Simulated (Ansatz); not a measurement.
Values for one crystal, relaxed and computed with r²SCAN in the plane-wave PAW code Ansatz; other levels are named.

```yaml
volume_per_atom: 11.84 Å³
electronic_character: metallic (no gap)
mechanical_stability: stable (all eigenvalues of C positive)
highest_zone_centre_frequency: 86.7 meV
Formation energy from the elements (no fitted shifts): -0.59 eV/atom
Pressure derivative B′: 4.2
zone_centre_stability: no imaginary mode at Γ
```

### Question
Pick the material that matches.
A. AlV2C, P6_3/mmc (Al on 2c, V on 4f, C on 2a)
B. Ta2C, P4/nmm (Ta on 2a, Ta on 2c, C on 2c)
C. Zr2C, P4/nmm (Zr on 2a, Zr on 2c, C on 2c)
D. WC, CsCl type

### Answer
A, AlV2C, P6_3/mmc (Al on 2c, V on 4f, C on 2a)

Symmetry was held in the r²SCAN relaxation. No spin polarisation was allowed. The references are the lowest solids computed at this level, not always the standard phases.

Potentials: the earlier of the program's two PAW sets. The files were generated under PBE; for other functionals the program regenerates the frozen cores, and for LDA and PBEsol the local potential too.
